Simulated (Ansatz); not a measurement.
SrAlSiH:
```yaml
crystal:
  lattice:
    - [4.20681, 0.00000, 0.00000]
    - [-2.10340, 3.64320, 0.00000]
    - [0.00000, 0.00000, 4.79498]
  atoms:
    - { symbol: Sr, position: [0.00000, 0.00000, 0.00547] }
    - { symbol: Al, position: [0.66667, 0.33333, 0.46525] }
    - { symbol: Si, position: [0.33333, 0.66667, 0.55463] }
    - { symbol: H, position: [0.66667, 0.33333, 0.09765] }
```

PBEsol in the plane-wave PAW code Ansatz gives a gap of 0.42 eV without spin–orbit coupling, maximum at A, minimum off the standard path, at k = (0.000, 0.456, 0.182) in fractions of the reciprocal vectors.

Problem. What happens when spin–orbit coupling is switched on?

Solution. The gap falls by 0.01 eV, to 0.41 eV; maximum at A, minimum off the standard path, at k = (0.000, 0.453, 0.182) in fractions of the reciprocal vectors.

Space group P3m1. The workflow started from a Materials Project entry (that database holds measured and hypothetical structures alike); the Crystallography Open Database copy checked does not list it. Whether it is the stable phase at ambient conditions was not checked. The PBEsol relaxation kept the symmetry of its start; whether a distortion lowers the energy is not shown.

Potentials: the later of the program's two PAW sets.
